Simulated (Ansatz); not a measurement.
TiN (rock salt)

```
TiN
1.0
    0.00000     2.10193     2.10193
    2.10193     0.00000     2.10193
    2.10193     2.10193     0.00000
N Ti
1 1
Direct
  0.00000   0.00000   0.00000
  0.50000   0.50000   0.50000
```

In this cell atom 1 (N, nearest neighbour Ti at 2.102 Å; its periodic images, 3.0 Å or more away, move with it) is moved by s along Cartesian [110], unit vector (0.707, 0.707, 0.000); all other atoms and the cell stay fixed.

Level of theory: PBEsol (plane waves to 420 eV, PAW, scalar-relativistic; Ansatz, an electronic-structure program). k mesh 15×15×15 (Γ-centred), Fermi-Dirac smearing 0.05 eV. E stands for the smeared free energy. With partly filled bands, energies and forces of such displacements shift with the k mesh and the smearing. The PAW data are Ansatz's earlier set. TiN is run without spin polarisation. TiN was relaxed with its symmetry unable to fall. ΔE is measured from the undisplaced structure. The last digit holds for this mesh only.

```json
[
 {"s (Å)": "-0.420", "ΔE (meV/cell)": "994.1"},
 {"s (Å)": "-0.336", "ΔE (meV/cell)": "643.4"},
 {"s (Å)": "-0.252", "ΔE (meV/cell)": "362.7"},
 {"s (Å)": "-0.168", "ΔE (meV/cell)": "161.0"},
 {"s (Å)": "-0.084", "ΔE (meV/cell)": "40.4"},
 {"s (Å)": "0.000", "ΔE (meV/cell)": "0.0"},
 {"s (Å)": "0.084", "ΔE (meV/cell)": "40.4"},
 {"s (Å)": "0.168", "ΔE (meV/cell)": "161.0"},
 {"s (Å)": "0.252", "ΔE (meV/cell)": "362.7"},
 {"s (Å)": "0.336", "ΔE (meV/cell)": "643.4"},
 {"s (Å)": "0.420", "ΔE (meV/cell)": "994.1"}
]
```

**Question.** What force constant k = d²E/ds² at s = 0 does the table give?

**Answer.** 11 eV/Å². It is the second difference of the nearest points, corrected with the next pair.

**Question.** With k = 11.47 eV/Å² from the forces, is the well harmonic out to s = 0.420 Å?

**Answer.** ½ks² = 1012 meV/cell against the computed 994 meV/cell, so the well is close to harmonic there.

(For displaced atoms, the force is minus the slope of the energy, and its curvature is a force constant, which sets phonon frequencies.)
